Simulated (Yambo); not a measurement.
Yambo run on LiBH₄ (space group P6_3mc, No. 186). The wavefunctions are LDA (pw.x of Quantum ESPRESSO, ONCV potentials, without SOC) ones on a 3×3×2 mesh (10 occupied bands); a = b = 4.203 Å, c = 7.420 Å, α = β = 90.00°, γ = 120.00°.

Yambo input:

```
rim_cut
gw0
dyson
el_el_corr
HF_and_locXC
ppa
em1d
RandQpts= 1000000
RandGvec= 1 Ry
EXXRLvcs= 76 Ry
VXCRLvcs= 304 Ry
Chimod= "HARTREE"
% BndsRnXp
 3 | 199 |
%
NGsBlkXp= 8 Ry
% LongDrXp
 1.0 | 1.0 | 1.0 |
%
PPAPntXp= 27.2114 eV
% GbndRnge
 1 | 66 |
%
GTermKind= "none"
DysSolver= "n"
ExtendOut
% QPkrange
 1 | 1 | 10 | 11 |
%
```

k points by index: 1 = Γ.

The o-*.qp file then holds:

```
#    K-point    Band    Eo [eV]    E [eV]    E-Eo [eV]    Vxc [eV]    Vnlxc [eV]    Sc|Eo [eV]    Sc|E [eV]    dSc/dw|Eo [eV]    Re(Z)    Im(Z)
#
    1    10    0.000000    -1.568252    -1.568252    -12.53754    -16.65883    2.197913    2.553046    -6.161518    0.815371    -0.001400
    1    11    6.536280    8.050275    1.513995    -8.337821    -3.812305    -2.745151    -3.011522    -4.787128    0.850394    -0.001218
```
(The two width columns are left out.) Convergence of these settings isn't established.

Geometry of the Materials Project entry, not relaxed at this level.

The structure is a Materials Project entry; no match was found in the copy of COD used, and its stability was not checked.
